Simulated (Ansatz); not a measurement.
In r²SCAN in the plane-wave PAW code Ansatz, Si₃N₄ in the cubic phase (Fd-3m; Si on 16c, Si on 8b, N on 32e) relaxes to a = 7.730 Å. Si on 16c has 6 nearest neighbours from 1.88 Å (octahedral); Si on 8b has 4 nearest neighbours from 1.77 Å (tetrahedral). Against the elements it lies at -1.11 eV/atom, with no fitted shifts.

The Kohn–Sham gap is 4.03 eV (smallest direct gap 4.05 eV). The valence maximum lies on the K–Γ line, 60 % of the way from K and the conduction minimum at Γ. The screened hybrid HSE06 puts the gap at 4.76 eV. The hole mass is 0.34, 1.1, 6.4 mₑ (principal values).

The bulk modulus is 3210 kbar. Bader charges are Si +3.15 to +3.21, N -2.39 e.

The r²SCAN relaxation kept the symmetry of its start. The references are the lowest solids computed at this level, not always the standard phases (solids in place of the gases).

Potentials: the later of the program's two PAW sets.
